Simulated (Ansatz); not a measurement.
The relaxed structure here is a generated cell of Au: the first start was made by placing the elements on the sites of a structure type, and the end was not matched to a known phase here, so it may be hypothetical. Known forms of Au include space group No. 225.

The end point of a relaxation of Au. These are PBEsol (plane waves to 420 eV, PAW, scalar-relativistic; Ansatz, a first-principles code) values and carry that method's errors.

```xyz
1
Lattice="2.6954 0.0000 0.0000 0.0000 2.6954 0.0000 0.0000 0.0000 2.6954" Properties=species:S:1:pos:R:3 pbc="T T T"
Au     0.0000     0.0000     0.0000
```

Q: Find the space group and the Wyckoff positions (tolerance 0.01 Å).

A: Space group Pm-3m (No. 221); a = b = c = 2.6954 Å, α = β = γ = 90.00°

```
atom  site  symmetry       x       y       z
----  ----  --------  ------  ------  ------
Au      1a      m-3m  0.0000  0.0000  0.0000
```

This is the simple cubic type.

Q: Give the shortest distances between elements (the closest pairs, up to four, under 3.6 Å).

A: Au–Au 2.70 Å.

The volume per atom is 19.58 Å³. The band gap comes out as zero (metallic).

No spin polarisation in the result.

The run could not lose the symmetry of its start: the end is stationary, and may be a saddle point rather than a minimum.
